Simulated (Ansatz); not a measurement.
SiRu (CsCl type, Pm-3m), r²SCAN (plane waves, PAW; program Ansatz), all energies at zero smearing, with the estimated change up to a 700 eV cutoff added, with one set of potentials and settings (totals compare only within such a set). Cell of 2 atoms (1 Si, 1 Ru): -6531.106 eV.

```csv
element,reference phase,E (eV/atom)
Si,"Fd-3m, 2 atoms in the cell",-639.0665
Ru,"P6_3/mmc, 2 atoms in the cell",-5890.7404
```

Formation energy per atom, worked out: (-6531.106 − 1×(-639.0665) − 1×(-5890.7404))/2 = -0.650 eV/atom (-63 kJ per mol of atoms), at 0 K, without zero-point energy or fitted corrections.

The first step of the workflow began from a Materials Project structure, measured or hypothetical; the Crystallography Open Database copy checked does not list it. Whether it is the stable phase at ambient conditions was not checked. The cell was relaxed with r²SCAN under the symmetry of its start; its stability against distortions is not shown here. No spin polarisation was allowed. The references are the lowest solids computed at this level, not always the standard phases.

Potentials: the earlier of the program's two PAW sets.
